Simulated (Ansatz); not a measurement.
Ansatz (a first-principles code) input:

Ansatz 0.2 input:
```yaml
crystal:
  lattice:
    - [4.152167499, 0.0, 0.0]
    - [0.0, 4.152167499, 0.0]
    - [0.0, 0.0, 4.152167499]
  atoms:
    - { symbol: La, position: [0.0, 0.0, 0.0] }
    - { symbol: B, position: [0.7999827223, 0.5, 0.5] }
    - { symbol: B, position: [0.2000172777, 0.5, 0.5] }
    - { symbol: B, position: [0.5, 0.7999827223, 0.5] }
    - { symbol: B, position: [0.5, 0.2000172777, 0.5] }
    - { symbol: B, position: [0.5, 0.5, 0.7999827223] }
    - { symbol: B, position: [0.5, 0.5, 0.2000172777] }
kpoints:
  mp_grid: { grid: [10, 10, 10] }
hamiltonian:
  xc: r2scan
  pseudopotentials: { azcp: { folder: ./paw }, kind: paw }
scf:
  occupations: { method: fermi_dirac, width: 0.1 }
phonons:
  method: dfpt
  response_accuracy: low
  eigenvectors: true
  rigid_motions: translations
```

Output (shortened):

```
Pseudopotential: La, paw, valence charge 11
Pseudopotential: B, paw, valence charge 3
Functional definition: r2SCAN
Crystal: 7 atoms, lattice volume = 71.585 Å³
Basis set: ecut = 500 eV, 1839 PW (Γ), exchange–correlation on 160×160×160 points (125 copies of the dense FFT grid, shifted against one another)
Bands: 22, of which v1, the nominal top of the filled ones, is band 15 counted from 1 (14 counted from 0)
Symmetry: 48 space group operations
k-points: 312 of 1000 (irreducible under 2 space group operations, time reversal used)
SCF iter   1: F=—  HF=-7210.143851 eV  |F-HF|=—  |Δ(HF+E_count)|=         —  Δρ=6.88e-2  dr2=6.83e0  dr2_τ=1.22e0  ethr=3.10e-3  ⟨swp⟩=5.6  Hψ=35332  notcnv=0
preconditioner: auto → Kerker (q_TF=auto, 2.347 Å⁻¹)
SCF iter   2: F=—  HF=-7209.232191 eV  |F-HF|=—  |Δ(HF+E_count)|=   9.12e-1  Δρ=4.17e-2  dr2=2.77e0  dr2_τ=1.16e-2  ethr=3.10e-3  ⟨swp⟩=3.5  Hψ=16133  notcnv=0  defer=264
SCF iter   3: F=—  HF=-7208.588623 eV  |F-HF|=—  |Δ(HF+E_count)|=   6.44e-1  Δρ=7.35e-3  dr2=3.10e-2  dr2_τ=1.70e-3  ethr=3.10e-3  ⟨swp⟩=5.2  Hψ=19061  notcnv=0  defer=220
SCF iter   4: F=—  HF=-7208.603675 eV  |F-HF|=—  |Δ(HF+E_count)|=   1.51e-2  Δρ=3.00e-3  dr2=1.36e-2  dr2_τ=5.34e-4  ethr=1.07e-4  ⟨swp⟩=3.5  Hψ=18211  notcnv=0
SCF iter   5: F=—  HF=-7208.601354 eV  |F-HF|=—  |Δ(HF+E_count)|=   2.32e-3  Δρ=1.02e-3  dr2=9.80e-4  dr2_τ=7.75e-6  ethr=4.69e-5  ⟨swp⟩=3.2  Hψ=13883  notcnv=0
SCF iter   6: F=—  HF=-7208.601634 eV  |F-HF|=—  |Δ(HF+E_count)|=   2.80e-4  Δρ=1.26e-4  dr2=9.28e-6  dr2_τ=8.77e-7  ethr=3.38e-6  ⟨swp⟩=2.1  Hψ=13273  notcnv=0
SCF iter   7: F=—  HF=-7208.601650 eV  |F-HF|=—  |Δ(HF+E_count)|=   1.62e-5  Δρ=3.65e-5  dr2=1.59e-6  dr2_τ=2.97e-8  ethr=3.20e-8  ⟨swp⟩=2.0  Hψ=11379  notcnv=0
SCF iter   8: F=—  HF=-7208.601651 eV  |F-HF|=—  |Δ(HF+E_count)|=   5.76e-7  Δρ=5.61e-6  dr2=2.81e-8  dr2_τ=2.68e-10  ethr=5.47e-9  ⟨swp⟩=2.0  Hψ=10942  notcnv=0
SCF iter  11: F=-7208.601651 eV  HF=-7208.601651 eV  |F-HF|=2.73e-12  |Δ(HF+E_count)|=  1.00e-11  Δρ=2.05e-8  dr2=1.85e-13  dr2_τ=8.64e-15  ethr=1.00e-12  ⟨swp⟩=7.6  Hψ=37374  notcnv=0
SCF 1 converged in 11 iterations: F = -7208.601651 eV  dr2 = 1.85e-13
DFPT response loops at Γ: preconditioner auto → Kerker (q_TF=auto, 2.347 Å⁻¹) (partly filled bands, converged f_vac=0.000) …
SCF converged after 11 iterations
Free energy (F): -7208.601651 eV
Harris-Foulkes:  -7208.601651 eV  (|F-HF|=2.73e-12)
Internal energy: -7208.572280 eV  (E = F + TS)
E sigma→0 (E₀):  -7208.586966 eV
Entropy (-TS):   -0.029371 eV (-4.196 meV/atom)
Fermi energy:    12.291600 eV
--- Per-component energies (eV) ---
  E_band       = 34.758130
  E_kinetic    = 487.798054
  E_local      = -348.212151  (includes V_loc(G=0)·N_el)
  E_nonlocal   = 133.567309
  E_hartree    = 121.462109
  E_xc         = -329.238293
  E_vxc        = -410.351177  (∫ρ·V_xc dr)
  E_paw        = -5917.997636  (= ΣΔE_a)
  E_vpaw       = -90.621813  (= ΣTr[D̂ρ^β])
  E_aug_tail   = 0.000003  (compensation charges beyond the density's cutoff)
  E_vtau       = 19.653690  (kinetic-family band-sum trace: ∫τ·v_τ [+ j·A + Jᵃ·Aᵃ] dr)
  E_ewald      = -1355.909245
  E_core_change = -0.042430  (= ΣΔE_core)
  E_smearing   = -0.029371  (= −TS)
  E_closure    =  0.000000  (closes the sum)
  Σ components = -7208.601651   (vs F -7208.601651, Δ=0.00e0)
  [band-id]    e_kinetic+e_local+e_nonlocal+2·e_hartree+e_vxc+e_vpaw+e_augmentation_tail+e_vtau = 34.758132   (vs E_band 34.758130, Δ=1.56e-6)
--- Band table (eV; the first three rows and the last of 312) ---
  k-point 0: bands = ["-22.0762", "-5.3740", "-5.3740", "-5.3740", "-4.3331", "3.8761", "4.1647", "4.1647", "4.1647", "4.7564", "4.7564", "10.2729", "10.2729", "10.2729", "12.5151", "12.5151", "12.5151", "13.9075", "13.9075", "14.3070", "14.4738", "14.4738"]
  k-point 1: bands = ["-22.0737", "-5.5024", "-5.3660", "-5.3660", "-4.1965", "3.1598", "4.1612", "4.1612", "4.2952", "4.7958", "5.4950", "9.9607", "9.9607", "10.3065", "12.0048", "12.8674", "12.8674", "13.9478", "14.1919", "14.3183", "14.4852", "14.4852"]
  k-point 2: bands = ["-22.0672", "-5.7581", "-5.3449", "-5.3449", "-3.9116", "2.2885", "4.1499", "4.1499", "4.4788", "4.9049", "6.6019", "9.4053", "9.4053", "10.3984", "11.1688", "13.4508", "13.4508", "14.0062", "14.3564", "14.4307", "14.5201", "14.5201"]
  k-point 311: bands = ["-22.0023", "-5.6478", "-5.6478", "-5.6478", "-3.4004", "1.4798", "1.4798", "1.4798", "7.2164", "7.2164", "7.2164", "9.7143", "9.7143", "9.7143", "13.8896", "14.2139", "14.2139", "14.2139", "14.2381", "14.2381", "14.2381", "16.7047"]
--- Phonons (Γ-DFPT): 3 representative perturbations + reference, on 312 of 1000 k-points (Σ response iterations 18) ---
  ASR residual: 3.255e-4 → 0.000e0 eV/Å²; symmetrization residual: 4.239e-5 eV/Å²
  ASR residual per site (eV/Å²): 3.25e-4 1.52e-4 1.52e-4 1.52e-4 1.52e-4 1.52e-4 1.52e-4
  Γ frequencies (cm⁻¹): 0.00 0.00 0.00 190.71 190.71 190.71 514.85 514.85 514.85 594.65 594.65 594.65 697.29 697.29 697.29 860.57 860.57 860.57 1113.37 1113.37 1257.79
  non-analytic LO–TO correction: not included (Born effective charges unavailable; polar crystals: no LO–TO splitting at Γ)
```

Cost: about 6 core-minutes (a rough figure) on shared cores.

Space group Pm-3m. Symmetry was held in the r²SCAN relaxation; of distortions, only those at the zone centre were tested. As this level gives no gap, phonon frequencies hold no LO–TO term and depend on the k-mesh and smearing (Fermi–Dirac, 0.1 eV here). Scalar-relativistic: spin–orbit coupling is off unless named, which matters more the heavier the elements.

Potentials: the earlier of the program's two PAW sets.

Ansatz is a plane-wave DFT program.
